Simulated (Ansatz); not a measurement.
Relaxed-ion elastic tensor of AgTi4S8 in space group P-3m1 (No. 164; Pearson symbol hP13) in GPa (Voigt order), PBE+D3(BJ) in the plane-wave PAW code Ansatz; density 3.78 g/cm³, 18.77 Å³ per atom.

```
 144  36.7  22.7  -0.4   0.0   0.0
36.7   144  22.7   0.4   0.0   0.0
22.7  22.7  59.2   0.0   0.0   0.0
-0.4   0.4   0.0  17.5   0.0   0.0
 0.0   0.0   0.0   0.0  17.5  -0.4
 0.0   0.0   0.0   0.0  -0.4  53.4
```

Problem. Is the crystal mechanically stable?

Solution. Yes: the smallest eigenvalue of C is 17.5 GPa.

Problem. Work out the Voigt, Reuss and Hill averages.

Solution. K_V = 56.7, K_R = 46.4, K_H = 51.5; G_V = 35.3, G_R = 26.8, G_H = 31.0 GPa.

Problem. Give Young's modulus, Poisson's ratio, Pugh's ratio and the universal anisotropy index.

Solution. E = 9KG/(3K + G) = 77.6 GPa; ν = 0.25; K/G = 1.66 (near the Pugh limit of 1.75, no verdict); A_U = 5G_V/G_R + K_V/K_R − 6 = 1.82.

Problem. Estimate the sound speeds and the Debye temperature.

Solution. v_l = √((K + 4G/3)/ρ) = 4960 m/s, v_t = √(G/ρ) = 2870 m/s, mean 3180 m/s; Θ = (h/k)(3n/4πV)^(1/3) v_m = 356 K.

Problem. Solve the Christoffel equation for the three sound speeds along x, y, z.

Solution. Eigenvalues of C_ijkl n_j n_l equal ρv². In km/s, slowest first: x 2.15, 3.76, 6.16; y 2.15, 3.76, 6.16; z 2.15, 2.15, 3.96.

Problem. How much does each axis shrink under pressure?

Solution. Linear compressibilities β_i = Σ_j S_ij (j = 1 to 3): x 3.8, y 3.8, z 14 per TPa.

A made-up cell: these elements were put on the sites of a structure type; neither database checked (COD, Materials Project) lists it. Whether it is the stable phase at ambient conditions was not checked. Symmetry was held in the PBE+D3(BJ) relaxation; whether a distortion lowers the energy is not shown. The run is not spin-polarised. As this level gives no gap, shear constants depend on the k-mesh and smearing (Fermi–Dirac, 0.1 eV here).

Potentials: the later of the program's two PAW sets.
